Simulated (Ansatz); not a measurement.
ZnCu (CsCl type)

```
ZnCu
1.0
    2.96382     0.00000     0.00000
    0.00000     2.96382     0.00000
    0.00000     0.00000     2.96382
Zn Cu
1 1
Direct
  0.50000   0.50000   0.50000
  0.00000   0.00000   0.00000
```

The slice is a {110} plane (indices of the conventional cell) through the point (0.000, 0.000, 0.000) (fractional), spanned by u = [100] and v = [011] in vectors of this cell: u (2.96 Å) and v (4.19 Å, at 90° to u). It covers one period; positions are fractions (u, v).

Calculation: PBE (plane waves to 420 eV, PAW, scalar-relativistic; Ansatz, a first-principles code). k mesh 16×16×16. Inside the PAW spheres the values are not all-electron values, and peaks at nuclei hang on which shells count as valence. ZnCu is run without spin polarisation. ZnCu was relaxed with its symmetry unable to fall.

Problem. What is the ELF at the midpoint of the shortest Zn–Cu line in this plane (2.57 Å)?

Solution. 0.2.

Problem. What is the valence density on the shortest Zn–Cu line in this plane (2.57 Å), at its midpoint?

Solution. 0.26 e/Å³.

Problem. Sketch the electrostatic potential energy of an electron, from the cell's mean on this plane as a map.

Solution. 
```
|xxxxx-%@%-xxxx|
|xxxxx=%@%=xxxx|
|xxxx.*%@%*.xxx|
|xxx =+***+= xx|
|.:-=--. .--=-:|
|#*+- xxxxx -+*|
|@%+ xxxxxxx +%|
|@#=xxxxxxxxx=#|
|@#:xxxxxxxxx:#|
|%#.xxxxxxxxx.#|
|@#:xxxxxxxxx:#|
|@#=xxxxxxxxx=#|
|@%+ xxxxxxx +%|
|#*+- xxxxx -+*|
|.:-=--. .--=-:|
|xxx =+***+= xx|
|xxxx.*%@%*.xxx|
|xxxxx=%@%=xxxx|
|xxxxx-%@%-xxxx|
|xxxxx:%@%:xxxx|
```
Scale: ten equal steps from 4.05 (start of ' ') to 9.48 (end of '@'), in the order ' .:-=+*#%@'. Values: electrostatic potential energy of an electron, from the cell's mean, in eV. The map has 14 points along u (one character each, u = 0 at the left) and 20 along v (v = 0 in the bottom row). Points within 1 Å of a nucleus are blanked (x), as the pseudised field means little there. The zero, the cell's mean, hangs on the PAW cores.
